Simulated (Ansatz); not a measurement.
# Phonons of zincblende-structured LuBi

Method: PBEsol, scalar-relativistic; no spin polarisation; PAW, 420 eV, Gaussian smearing of 0.05 eV; code Ansatz; PAW files: Ansatz's generated set soft_2.

```xyz
2
Lattice="0.0000 3.4362 3.4362 3.4362 0.0000 3.4362 3.4362 3.4362 0.0000" Properties=species:S:1:pos:R:3 pbc="T T T"
Lu    0.0000    0.0000    0.0000
Bi    1.7181    1.7181    1.7181
```

This is a trial structure: such lanthanide and actinide compounds mostly take the rock-salt structure.

Force constants come from finite displacements in a 2×2×2 supercell (the unit cell's 6×6×6 k-mesh, folded to it); the long-range dipole term is included. Points in reciprocal vectors of this cell: Γ = (0.000, 0.000, 0.000), X = (-0.500, -0.500, 0.000), U = (-0.375, -0.375, 0.250), K = (-0.375, 0.000, 0.375), L = (0.000, 0.000, 0.500), W = (-0.500, -0.250, 0.250).

Frequencies at the named points (cm⁻¹, imaginary ones negative):
```
point              ω (cm⁻¹)
    Γ     0 0 0 122 122 139
    X  21 21 90 111 120 120
    U  19 35 83 106 121 126
    K  19 35 83 106 121 126
    L  14 14 74 121 122 122
    W  29 31 84 102 123 126
```

(1) Is the structure dynamically stable along this path, and where does the spectrum end?

(2) What does the harmonic approximation give for the vibrational free energy, entropy and heat capacity?

Answers:

(1) Yes: no branch is imaginary beyond numerical noise. The highest frequency is 139 cm⁻¹, at Γ. Points that don't fit the supercell are interpolated. The lowest branch at L is only 14 cm⁻¹, so the structure is close to an instability there.

(2) Zero-point energy 14.8 meV/atom.
```csv
T (K),F_vib (meV/atom),S (J/K per mole of atoms),C_V (J/K per mole of atoms)
100,-1.6,30.0,21.8
200,-41.8,46.0,24.1
300,-94.9,55.9,24.5
400,-156.7,63.0,24.7
500,-224.9,68.5,24.8
600,-298.3,73.0,24.8
700,-376.0,76.8,24.9
800,-457.4,80.2,24.9
900,-542.0,83.1,24.9
1000,-629.6,85.7,24.9
```

The highest mode, 139 cm⁻¹, is worth 200 K. At 300 K the heat capacity has reached 98 % of the classical limit 3R = 24.9 J/K per mole of atoms, since all modes lie under k_BT.

Cost: 2.6 min on 4 threads of Arm Neoverse V1, on a shared host, peak memory 2.8 GiB.

 Spin–orbit coupling, which matters for such heavy elements, is left out.
